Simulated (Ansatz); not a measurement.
An Ansatz (a first-principles code) run. Input:

Ansatz 0.2 input:
```yaml
crystal:
  lattice:
    - [-5.0308665102, 5.0308665102, 5.0308665102]
    - [5.0308665102, -5.0308665102, 5.0308665102]
    - [5.0308665102, 5.0308665102, -5.0308665102]
  atoms:
    - { symbol: Si, position: [0.0, 0.0, 0.0] }
    - { symbol: Si, position: [0.271502838, 0.271502838, 0.271502838] }
    - { symbol: Si, position: [0.0, 0.0, 0.728497162] }
    - { symbol: Si, position: [0.0, 0.728497162, 0.0] }
    - { symbol: Si, position: [0.728497162, 0.0, 0.0] }
    - { symbol: Si, position: [0.5, 0.25, 0.75] }
    - { symbol: Si, position: [0.5, 0.75, 0.25] }
    - { symbol: Si, position: [0.75, 0.5, 0.25] }
    - { symbol: Si, position: [0.25, 0.5, 0.75] }
    - { symbol: Si, position: [0.25, 0.75, 0.5] }
    - { symbol: Si, position: [0.75, 0.25, 0.5] }
    - { symbol: Si, position: [0.441384767, 0.441384767, 0.1693282811] }
    - { symbol: Si, position: [0.2720564859, 0.2720564859, 0.830671719] }
    - { symbol: Si, position: [0.7279435141, 0.558615233, 0.0] }
    - { symbol: Si, position: [0.558615233, 0.7279435141, 0.0] }
    - { symbol: Si, position: [0.1693282811, 0.441384767, 0.441384767] }
    - { symbol: Si, position: [0.830671719, 0.2720564859, 0.2720564859] }
    - { symbol: Si, position: [0.0, 0.7279435141, 0.558615233] }
    - { symbol: Si, position: [0.0, 0.558615233, 0.7279435141] }
    - { symbol: Si, position: [0.441384767, 0.1693282811, 0.441384767] }
    - { symbol: Si, position: [0.2720564859, 0.830671719, 0.2720564859] }
    - { symbol: Si, position: [0.558615233, 0.0, 0.7279435141] }
    - { symbol: Si, position: [0.7279435141, 0.0, 0.558615233] }
kpoints:
  mp_grid: { grid: [4, 4, 4] }
hamiltonian:
  xc: r2scan
  pseudopotentials: { kind: paw }
scf:
  occupations: { method: fixed }
checkpoint: { read: static.run }
output: { bader: true, populations: true }
```

Output (shortened):

```
Pseudopotential: Si, paw, valence charge 4
Functional definition: r2SCAN
Crystal: 23 atoms, lattice volume = 509.317 Å³
Basis set: ecut = 500 eV, 12887 PW (Γ), exchange–correlation on 256×256×256 points (64 copies of the dense FFT grid, shifted against one another)
Bands: 69, of which v1, the nominal top of the filled ones, is band 46 counted from 1 (45 counted from 0)
Symmetry: 24 space group operations
Space group: I-43m (ITA 217), of the structure as read, at distance tolerance 8.0e-5 Å
k-points: 8 of 64 (time reversal used)
Stability of the state it starts from, as read at its close in the unpolarized treatment …
iter 1 solved again at ethr=3.40e-7 eV; its pass at ethr=3.10e-3 eV (dr2=3.13e-4 eV) is discarded
SCF iter   1: F=—  HF=-14696.041177 eV  |F-HF|=—  |Δ(HF+E_count)|=         —  Δρ=7.11e-7  dr2=4.64e-9  dr2_τ=6.00e-11  ethr=3.40e-7  ⟨swp⟩=3.0  Hψ=3505  notcnv=0  defer=163
preconditioner: auto → Resta (q_TF=auto, 2.051 Å⁻¹)
SCF iter   2: F=—  HF=-14696.041309 eV  |F-HF|=—  |Δ(HF+E_count)|=   1.32e-4  Δρ=2.71e-7  dr2=5.86e-10  dr2_τ=5.35e-11  ethr=5.05e-12  ⟨swp⟩=17.4  Hψ=4158  notcnv=0
SCF iter   3: F=-14696.041309 eV  HF=-14696.041309 eV  |F-HF|=5.82e-11  |Δ(HF+E_count)|=  2.89e-10  Δρ=1.92e-7  dr2=2.98e-10  dr2_τ=4.12e-12  ethr=1.00e-12  ⟨swp⟩=1.0  Hψ=1003  notcnv=0
SCF 1 converged in 3 iterations: F = -14696.041309 eV  dr2 = 2.98e-10
SCF converged after 3 iterations
Free energy (F): -14696.041309 eV
Harris-Foulkes:  -14696.041309 eV  (|F-HF|=5.82e-11)
Internal energy: -14696.041309 eV  (E = F + TS)
E sigma→0 (E₀):  -14696.041309 eV
Fermi energy:    4.456441 eV
--- Per-component energies (eV) ---
  E_band       = -9.274265
  E_kinetic    = 927.461276
  E_local      = -1017.177000  (includes V_loc(G=0)·N_el)
  E_nonlocal   = 574.707177
  E_hartree    = 329.883146
  E_xc         = -1182.974995
  E_vxc        = -1142.744261  (∫ρ·V_xc dr)
  E_paw        = -11947.980739  (= ΣΔE_a)
  E_vpaw       = -56.660415  (= ΣTr[D̂ρ^β])
  E_aug_tail   = 0.000103  (compensation charges beyond the density's cutoff)
  E_vtau       = 45.373002  (kinetic-family band-sum trace: ∫τ·v_τ [+ j·A + Jᵃ·Aᵃ] dr)
  E_ewald      = -2378.202317
  E_core_change = -1.757959  (= ΣΔE_core)
  E_smearing   =  0.000000  (= −TS)
  E_closure    = 0.000000  (closes the sum)
  Σ components = -14696.041309   (vs F -14696.041309, Δ=0.00e0)
  [band-id]    e_kinetic+e_local+e_nonlocal+2·e_hartree+e_vxc+e_vpaw+e_augmentation_tail+e_vtau = -9.273827   (vs E_band -9.274265, Δ=4.38e-4)
--- Band table (eV; the first three rows and the last of 8) ---
  k-point 0: bands = ["-7.3596", "-5.6452", "-5.6452", "-5.1936", "-4.9154", "-4.9154", "-4.9154", "-4.7320", "-4.7320", "-4.7320", "-3.0169", "-3.0169", "-3.0169", "-1.7302", "-1.7302", "-1.2830", "-0.5190", "-0.5190", "-0.5190", "0.3856", "0.3856", …
  k-point 1: bands = ["-7.2093", "-6.1059", "-5.8422", "-5.5651", "-4.9955", "-4.9708", "-4.5084", "-4.4249", "-4.2789", "-4.1731", "-3.3722", "-3.2181", "-2.8436", "-1.8076", "-1.7473", "-1.4786", "-1.0729", "-0.9698", "-0.5262", "0.1525", "0.2935", …
  k-point 2: bands = ["-6.8365", "-6.6923", "-5.9705", "-5.7209", "-5.0414", "-4.9477", "-4.1725", "-4.1466", "-3.9775", "-3.5473", "-3.4534", "-3.3739", "-3.1159", "-2.4635", "-1.7637", "-1.6598", "-1.3240", "-0.5833", "-0.5149", "-0.5064", "0.3768", …
  k-point 7: bands = ["-6.5858", "-6.5858", "-6.3295", "-5.4306", "-5.4306", "-5.4306", "-4.2172", "-4.0681", "-4.0681", "-4.0681", "-2.4006", "-2.4006", "-2.4006", "-2.1075", "-1.8338", "-1.8338", "-1.8338", "-1.1713", "-0.6911", "-0.6911", "0.3558", …
--- Löwdin populations: 23 sites ---
  site symbol       q [e]
     0     Si      3.9354
     1     Si      3.9749
     2     Si      3.9749
     3     Si      3.9749
     4     Si      3.9749
     5     Si      3.9549
     6     Si      3.9549
     7     Si      3.9549
     8     Si      3.9549
     9     Si      3.9549
    10     Si      3.9549
    11     Si      3.9499
    12     Si      3.9499
    13     Si      3.9499
    14     Si      3.9499
    15     Si      3.9499
    16     Si      3.9499
    17     Si      3.9499
    18     Si      3.9499
    19     Si      3.9499
    20     Si      3.9499
    21     Si      3.9499
    22     Si      3.9499
  spilling = 0.011276 (of n_electrons = 92.000000)
--- Bader charges: 23 sites ---
  site symbol  charge [e]  shift [e]
     0     Si     -0.0066     0.0028
     1     Si      0.0461     0.0102
     2     Si      0.0461     0.0102
     3     Si      0.0461     0.0102
     4     Si      0.0461     0.0102
     5     Si     -0.0171     0.0021
     6     Si     -0.0171     0.0021
     7     Si     -0.0171     0.0021
     8     Si     -0.0171     0.0021
     9     Si     -0.0171     0.0021
    10     Si     -0.0171     0.0021
    11     Si     -0.0063     0.0021
    12     Si     -0.0063     0.0021
    13     Si     -0.0063     0.0021
    14     Si     -0.0063     0.0021
    15     Si     -0.0063     0.0021
    16     Si     -0.0063     0.0021
    17     Si     -0.0063     0.0021
    18     Si     -0.0063     0.0021
    19     Si     -0.0063     0.0021
    20     Si     -0.0063     0.0021
    21     Si     -0.0063     0.0021
    22     Si     -0.0063     0.0021
  shift: an alarm, by how much a part of what the PAW files miss would move the charge. Where it is large, compare
  with a run on PAW files of another source; a small one proves nothing
  estimated error of the sums over rays = 2.2e-4 e
```

Cost: around 9 core-minutes (rough) on shared cores.

The start of the workflow was typed in or built on a structure type; the Crystallography Open Database copy checked does not list it. It is not the phase usual at ambient conditions (space group No. 227). The cell was relaxed with r²SCAN under the symmetry of its start; whether a distortion lowers the energy is not shown.

Potentials: the later of the program's two PAW sets.

Ansatz is a plane-wave DFT program.
